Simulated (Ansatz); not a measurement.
InSb (zinc blende, F-43m) under volume change, DFT-PBE in the program Ansatz with PAW potentials, scaled uniformly.

```json
[
 {"V (Å³/atom)": "33.226", "E − E(relaxed) (meV/atom)": "40.8", "P (GPa)": "4.36"},
 {"V (Å³/atom)": "34.322", "E − E(relaxed) (meV/atom)": "17.0", "P (GPa)": "2.65"},
 {"V (Å³/atom)": "35.417", "E − E(relaxed) (meV/atom)": "4.0", "P (GPa)": "1.21"},
 {"V (Å³/atom)": "36.513", "E − E(relaxed) (meV/atom)": "0.0", "P (GPa)": "0.00"},
 {"V (Å³/atom)": "37.608", "E − E(relaxed) (meV/atom)": "(withheld)", "P (GPa)": "(withheld)"},
 {"V (Å³/atom)": "38.703", "E − E(relaxed) (meV/atom)": "(withheld)", "P (GPa)": "(withheld)"},
 {"V (Å³/atom)": "39.799", "E − E(relaxed) (meV/atom)": "28.6", "P (GPa)": "-2.56"}
]
```

**Question.** Some entries are withheld; supply them.

**Answer.** 
- 38.703, E − E(relaxed) (meV/atom): 13.4
- 38.703, P (GPa): -1.86
- 37.608, E − E(relaxed) (meV/atom): 3.6
- 37.608, P (GPa): -1.01

**Question.** What does a third-order Birch–Murnaghan fit give for V₀, B₀ and B′?

**Answer.** V₀ = 36.51 Å³/atom, B₀ = 36.7 GPa, B′ = 4.9.

The cell was relaxed with PBE under the symmetry of its start. Spin–orbit coupling is left out wherever it is not named.

Potentials: the later of the program's two PAW sets.
